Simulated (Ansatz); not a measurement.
A trial structure of TiAgC₄N₄ was built thus: two interpenetrating cyanide-bridged diamond nets (P-43m, No. 215). The dimensions are guesses.

```cif
data_structure
_symmetry_space_group_name_H-M 'P 1'
_symmetry_Int_Tables_number 1
_cell_length_a 6.0298
_cell_length_b 6.0298
_cell_length_c 6.0298
_cell_angle_alpha 90.000
_cell_angle_beta 90.000
_cell_angle_gamma 90.000
_cell_volume 219.24
loop_
_atom_site_label
_atom_site_type_symbol
_atom_site_fract_x
_atom_site_fract_y
_atom_site_fract_z
_atom_site_occupancy
Ti1 Ti 0.50000 0.50000 0.50000 1
Ag1 Ag 0.00000 0.00000 0.00000 1
C1 C 0.19360 0.19360 0.19360 1
C2 C 0.19360 0.80640 0.80640 1
C3 C 0.80640 0.19360 0.80640 1
C4 C 0.80640 0.80640 0.19360 1
N1 N 0.30563 0.30563 0.30563 1
N2 N 0.30563 0.69437 0.69437 1
N3 N 0.69437 0.30563 0.69437 1
N4 N 0.69437 0.69437 0.30563 1
```

Theory: DFT PBE, scalar-relativistic, plane waves, PAW (Ansatz 0.2.0). Cutoff 420 eV, Gaussian smearing, Γ-centred meshes. Cell and atoms relax first on a coarse mesh and then on a finer one. In between, the cell is made exact in the group found at 0.06 Å. In metals the finer mesh still leaves noise of several meV/atom or more. The steps can't lower the symmetry of their start. Collinear spin, starting moments Ti 1.0 μB.

A guess keeps its type if space group and coordination stay and the shape of the cell changes little (axis ratios within about 15 %, angles within 6°); the volume may change.

Question: Will the relaxed cell still be of the starting type?

Answer: It keeps its type. The symmetry stays P-43m (No. 215). The volume per atom grows by 5.6 %, from 21.9 to 23.1 Å³. The shortest distance goes from 1.17 Å (C–N) to 1.18 Å (C–N). Counting neighbours within 15 % of an atom's shortest distance, the start has Ag 4, C 1, N 1, Ti 4 and the end Ag 4, C 1, N 1, Ti 4.

Formation energies are uncorrected and refer to the elements' standard structures at the same level (N₂ as a molecule).

Question: At what energy does it end?

Answer: +0.29 eV/atom. The separate elements lie lower, so it is unstable against them.

The last run used collinear spin, a 6×6×6 mesh for its 10-atom cell and Gaussian smearing of 0.10 eV. The reference form of C is held partly by dispersion forces, which this level lacks. Another magnetic order may lie lower. Symmetry constrained the relaxation, so the result can be a saddle point.
